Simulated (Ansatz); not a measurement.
**Relaxing Li**

Theory: DFT PBEsol, scalar-relativistic, plane waves, PAW in Ansatz. Run with 420 eV cutoff, 18×18×4 k-mesh, Gaussian smearing of 0.10 eV, no spin polarisation.

What was changed in Ag: Ag → Li on all its sites, cell and atoms relaxed.

Command:

```bash
ansatz run input.yaml --threads 1 --pin off --max-ram 2560MiB --backend cpu --events-out ev --progress --plain --runs-dir out
```

Input:

```yaml
crystal:
  lattice:
    - [3.0535316263, 0.0, 0.0]
    - [-1.5267658131, 2.6444359597, 0.0]
    - [0.0, 0.0, 9.8851169729]
  atoms:
    - { symbol: Li, position: [0.0, 0.0, 0.0] }
    - { symbol: Li, position: [0.0, 0.0, 0.5] }
    - { symbol: Li, position: [0.3333333333, 0.6666666667, 0.25] }
    - { symbol: Li, position: [0.6666666667, 0.3333333333, 0.75] }
basis:
  ecutwfc: 420
kpoints:
  mp_grid: { grid: [18, 18, 4] }
hamiltonian:
  xc: pbesol
scf:
  occupations: { method: gaussian, width: 0.1 }
output:
  forces: true
  stress: true
  eigenvalues: true
relax:
  adjacent_minimum: "off"
  f_tol: 0.01
  max_steps: 60
  cell: { stress_tol: 0.1 }
```

F is the free energy. Steps run on the plane waves of an earlier cell, but the last one, and at times one on the way, on a freshly chosen basis, so a repeated geometry can differ a little in energy.

Steps:

```
step F − F(1) (eV) largest force component (eV/Å) V (Å³/atom) P (GPa)
   1         0.0000                           0.000       19.955     0.16
   2        -0.0010                           0.000       20.100     0.06
   3        -0.0014                           0.000       20.202    -0.01
   4        -0.0014                           0.000       20.202    -0.01
```

Relaxed structure:

```cif
data_structure
_symmetry_space_group_name_H-M 'P 1'
_symmetry_Int_Tables_number 1
_cell_length_a 3.0507
_cell_length_b 3.0507
_cell_length_c 10.0262
_cell_angle_alpha 90.000
_cell_angle_beta 90.000
_cell_angle_gamma 120.000
_cell_volume 80.81
loop_
_atom_site_label
_atom_site_type_symbol
_atom_site_fract_x
_atom_site_fract_y
_atom_site_fract_z
_atom_site_occupancy
Li1 Li 0.00000 0.00000 0.00000 1
Li2 Li 0.00000 0.00000 0.50000 1
Li3 Li 0.33333 0.66667 0.25000 1
Li4 Li 0.66667 0.33333 0.75000 1
```

The structure is hexagonal, space group P6_3/mmc (No. 194). The conventional cell has a = 3.051 Å, b = 3.051 Å, c = 10.026 Å, α = 90.00°, β = 90.00°, γ = 120.00°. Li (site symmetry -3m) is surrounded by 12 Li at 3.05 to 3.06 Å. Around Li (site symmetry -6m2) lie 12 Li at 3.05 to 3.06 Å.

The run converged. It took 15 s on 1 thread of Arm Neoverse V2, with other jobs on the host, peak memory 0.37 GiB.